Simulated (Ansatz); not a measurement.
An Ansatz (a first-principles code) run. Input:

Ansatz 0.2 input:
```yaml
crystal:
  lattice:
    - [0.0, 2.9520777707, 2.9520777707]
    - [2.9520777707, 0.0, 2.9520777707]
    - [2.9520777707, 2.9520777707, 0.0]
  atoms:
    - { symbol: Pt, position: [0.0, 0.0, 0.0] }
    - { symbol: Al, position: [0.25, 0.25, 0.25] }
    - { symbol: Al, position: [0.75, 0.75, 0.75] }
kpoints:
  mp_grid: { grid: [12, 12, 12] }
hamiltonian:
  xc: r2scan
  pseudopotentials: { kind: paw }
scf:
  occupations: { method: fermi_dirac, width: 0.1 }
phonons:
  method: dfpt
  response_accuracy: low
  eigenvectors: true
  rigid_motions: translations
```

Output (shortened):

```
Pseudopotential: Pt, paw, valence charge 18
Pseudopotential: Al, paw, valence charge 3
Functional definition: r2SCAN
Crystal: 3 atoms, lattice volume = 51.453 Å³
Basis set: ecut = 500 eV, 1291 PW (Γ), exchange–correlation on 160×160×160 points (125 copies of the dense FFT grid, shifted against one another)
Bands: 16, of which v1, the nominal top of the filled ones, is band 12 counted from 1 (11 counted from 0)
Symmetry: 48 space group operations
k-points: 280 of 1728 (irreducible under 4 space group operations, time reversal used)
SCF iter   1: F=—  HF=-13620.497617 eV  |F-HF|=—  |Δ(HF+E_count)|=         —  Δρ=8.87e-3  dr2=6.35e-2  dr2_τ=4.13e-2  ethr=1.77e-3  ⟨swp⟩=5.4  Hψ=23905  notcnv=0
preconditioner: auto → Kerker (q_TF=auto, 2.403 Å⁻¹)
SCF iter   2: F=—  HF=-13620.524183 eV  |F-HF|=—  |Δ(HF+E_count)|=   2.66e-2  Δρ=3.09e-3  dr2=5.55e-3  dr2_τ=2.15e-3  ethr=2.65e-4  ⟨swp⟩=2.6  Hψ=9585  notcnv=0  defer=10
SCF iter   3: F=—  HF=-13620.524534 eV  |F-HF|=—  |Δ(HF+E_count)|=   3.51e-4  Δρ=1.79e-3  dr2=1.56e-3  dr2_τ=3.02e-5  ethr=2.31e-5  ⟨swp⟩=1.5  Hψ=5364  notcnv=0  defer=10
SCF iter   4: F=—  HF=-13620.524439 eV  |F-HF|=—  |Δ(HF+E_count)|=   9.46e-5  Δρ=3.38e-4  dr2=6.70e-5  dr2_τ=3.58e-6  ethr=6.51e-6  ⟨swp⟩=2.0  Hψ=7556  notcnv=0  defer=10
SCF iter   5: F=—  HF=-13620.524450 eV  |F-HF|=—  |Δ(HF+E_count)|=   1.07e-5  Δρ=6.81e-5  dr2=3.18e-6  dr2_τ=5.12e-7  ethr=2.79e-7  ⟨swp⟩=2.4  Hψ=6647  notcnv=0  defer=10
SCF iter   6: F=—  HF=-13620.524447 eV  |F-HF|=—  |Δ(HF+E_count)|=   2.54e-6  Δρ=2.93e-5  dr2=8.41e-7  dr2_τ=1.58e-8  ethr=1.32e-8  ⟨swp⟩=2.0  Hψ=6711  notcnv=0  defer=10
SCF iter   7: F=—  HF=-13620.524450 eV  |F-HF|=—  |Δ(HF+E_count)|=   2.90e-6  Δρ=7.28e-6  dr2=5.71e-8  dr2_τ=5.59e-9  ethr=3.51e-9  ⟨swp⟩=2.3  Hψ=6588  notcnv=0  defer=10
SCF iter   8: F=—  HF=-13620.524450 eV  |F-HF|=—  |Δ(HF+E_count)|=   4.61e-9  Δρ=1.08e-6  dr2=4.81e-10  dr2_τ=8.07e-11  ethr=2.38e-10  ⟨swp⟩=2.4  Hψ=6308  notcnv=0  defer=10
SCF iter  10: F=-13620.524450 eV  HF=-13620.524450 eV  |F-HF|=1.27e-11  |Δ(HF+E_count)|=  1.64e-11  Δρ=2.72e-8  dr2=3.46e-13  dr2_τ=2.93e-14  ethr=1.00e-12  ⟨swp⟩=5.5  Hψ=18341  notcnv=0
SCF 1 converged in 10 iterations: F = -13620.524450 eV  dr2 = 3.46e-13
DFPT response loops at Γ: preconditioner auto → Kerker (q_TF=auto, 2.403 Å⁻¹) (partly filled bands, converged f_vac=0.001) …
SCF converged after 10 iterations
Free energy (F): -13620.524450 eV
Harris-Foulkes:  -13620.524450 eV  (|F-HF|=1.27e-11)
Internal energy: -13620.486835 eV  (E = F + TS)
E sigma→0 (E₀):  -13620.505642 eV
Entropy (-TS):   -0.037615 eV (-12.538 meV/atom)
Fermi energy:    11.363359 eV
--- Per-component energies (eV) ---
  E_band       = -329.517191
  E_kinetic    = 687.713186
  E_local      = -2702.432217  (includes V_loc(G=0)·N_el)
  E_nonlocal   = 217.854280
  E_hartree    = 1076.111370
  E_xc         = -326.189738
  E_vxc        = -404.857694  (∫ρ·V_xc dr)
  E_paw        = -10425.915997  (= ΣΔE_a)
  E_vpaw       = -305.180430  (= ΣTr[D̂ρ^β])
  E_aug_tail   = 0.000152  (compensation charges beyond the density's cutoff)
  E_vtau       = 25.162818  (kinetic-family band-sum trace: ∫τ·v_τ [+ j·A + Jᵃ·Aᵃ] dr)
  E_ewald      = -2147.276161
  E_core_change = -0.351711  (= ΣΔE_core)
  E_smearing   = -0.037615  (= −TS)
  E_closure    = 0.000000  (closes the sum)
  Σ components = -13620.524450   (vs F -13620.524450, Δ=0.00e0)
  [band-id]    e_kinetic+e_local+e_nonlocal+2·e_hartree+e_vxc+e_vpaw+e_augmentation_tail+e_vtau = -329.517165   (vs E_band -329.517191, Δ=2.57e-5)
--- Band table (eV; the first three rows and the last of 280) ---
  k-point 0: bands = ["-89.6629", "-43.2847", "-43.2847", "-43.2847", "0.5795", "5.9864", "5.9864", "5.9864", "7.4024", "7.4024", "15.0357", "15.3247", "15.3247", "15.3247", "17.1372", "17.1372"]
  k-point 1: bands = ["-89.6629", "-43.2850", "-43.2848", "-43.2848", "0.6809", "5.9316", "6.0211", "6.0211", "7.3907", "7.3907", "14.0402", "15.0405", "15.0405", "15.1781", "17.4552", "17.4552"]
  k-point 2: bands = ["-89.6629", "-43.2855", "-43.2849", "-43.2849", "0.9802", "5.7846", "6.1117", "6.1117", "7.3725", "7.3725", "12.1927", "14.4268", "14.4268", "15.4576", "17.5868", "17.5868"]
  k-point 279: bands = ["-89.6629", "-43.2869", "-43.2869", "-43.2859", "5.0696", "5.0696", "5.5940", "5.9714", "7.3477", "7.8767", "8.4150", "8.4150", "10.4104", "16.9813", "16.9813", "17.9789"]
--- Phonons (Γ-DFPT): 2 representative perturbations + reference, on 280 of 1728 k-points (Σ response iterations 12) ---
  ASR residual: 3.785e-4 → 0.000e0 eV/Å²; symmetrization residual: 1.265e-4 eV/Å²
  ASR residual per site (eV/Å²): 3.79e-4 2.21e-4 2.21e-4
  Γ frequencies (cm⁻¹): 0.00 0.00 0.00 238.09 238.09 238.09 295.95 295.95 295.95
  non-analytic LO–TO correction: not included (Born effective charges unavailable; polar crystals: no LO–TO splitting at Γ)
```

Cost: roughly 2.9 core-minutes on shared cores.

Space group Fm-3m (fluorite or antifluorite type). The r²SCAN relaxation kept the symmetry of its start; of distortions, only those at the zone centre were tested. No spin polarisation was allowed. As this level gives no gap, phonon frequencies hold no LO–TO term and depend on the k-mesh and smearing (Fermi–Dirac, 0.1 eV here). Spin–orbit coupling is left out wherever it is not named.

Potentials: the later of the program's two PAW sets.

Ansatz is a plane-wave DFT program.
